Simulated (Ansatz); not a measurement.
**Hf (omega (AlB2-type)): energy against volume**

Method: DFT, LDA (PW92), plane waves (420 eV) with PAW, scalar-relativistic (Ansatz 0.2.0). The PAW files were generated under PBE, with cores re-solved for the functional.

The cell is scaled uniformly from the relaxed one, with fractional coordinates and shape fixed. Energies are extrapolated to zero smearing, pressures are those at the given smearing. Magnetic state: spin not included.

A Birch-Murnaghan fit gives V₀ = 20.61 Å³/atom, B₀ = 122 GPa, B₀′ = 3.6.

(1) What are the energy above the minimum and the pressure at 18.978 Å³/atom?

(2) What are the energy above the minimum and the pressure at 19.803 Å³/atom?

(3) What are the energy above the minimum and the pressure at 21.453 Å³/atom?

## Answers

(1) 56.1 meV/atom and 11.81 GPa as computed.

(2) 12.9 meV/atom and 5.36 GPa as computed.

(3) 12.4 meV/atom and -4.44 GPa as computed.
